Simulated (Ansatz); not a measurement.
Data sheet: Ba (DFT)

Ba:
```xyz
1
Lattice="4.2885 0.0000 0.0000 -2.1443 3.7140 0.0000 0.0000 0.0000 3.8962" Properties=species:S:1:pos:R:3 pbc="T T T"
Ba     0.0000     0.0000     0.0000
```

Space group P6/mmm (No. 191), simple hexagonal; conventional cell a = 4.2885 Å, b = 4.2885 Å, c = 3.8962 Å, α = 90.00°, β = 90.00°, γ = 120.00°.

Method: r²SCAN in the plane-wave PAW code Ansatz. Geometry: relaxed at this level of theory. Other levels are named where they apply.

**Cell and energy**

* **Volume per atom**: 62.06 Å³
* **Density**: 3.67 g/cm³

**Electronic structure**

* **Electronic character**: metallic (no gap)
* **Density of states at the Fermi level**: 0.68 states/eV per atom (mean over ±0.08 eV)
* **Gap with spin–orbit coupling**: none (metallic)

**Mechanics**

* **Bulk modulus (Birch–Murnaghan fit)**: 7.7 GPa
* **Pressure derivative B′**: 1.8
* **Elastic constants (relaxed ions, GPa)**: C11 = 21.4, C12 = 7.7, C13 = -5.6, C33 = 32.8, C44 = -2.1
* **Mechanical stability**: unstable (C has a negative eigenvalue)

**Phonons**

Dynamical stability on the path: unstable, down to 32i cm⁻¹

The workflow started from an entry of the Crystallography Open Database (COD); the relaxed space group is not among those it files for this formula. It is not the phase usual at ambient conditions (space group No. 229). The r²SCAN relaxation kept the symmetry of its start. The volume moved by -24 % from the start of the relaxation. The volume fell by over 15 % from the filed cell, which may lack light atoms or belong to other conditions. As this level gives no gap, shear constants depend on the k-mesh and smearing (Fermi–Dirac, 0.1 eV here). As this level gives no gap, phonon frequencies hold no LO–TO term and depend on the k-mesh and smearing (Fermi–Dirac, 0.1 eV here). Axis ratios of metals converge slowly with the k-mesh, so a and c are less sure than the volume. Scalar-relativistic: spin–orbit coupling is off unless named, which matters more the heavier the elements.

Potentials: the later of the program's two PAW sets.
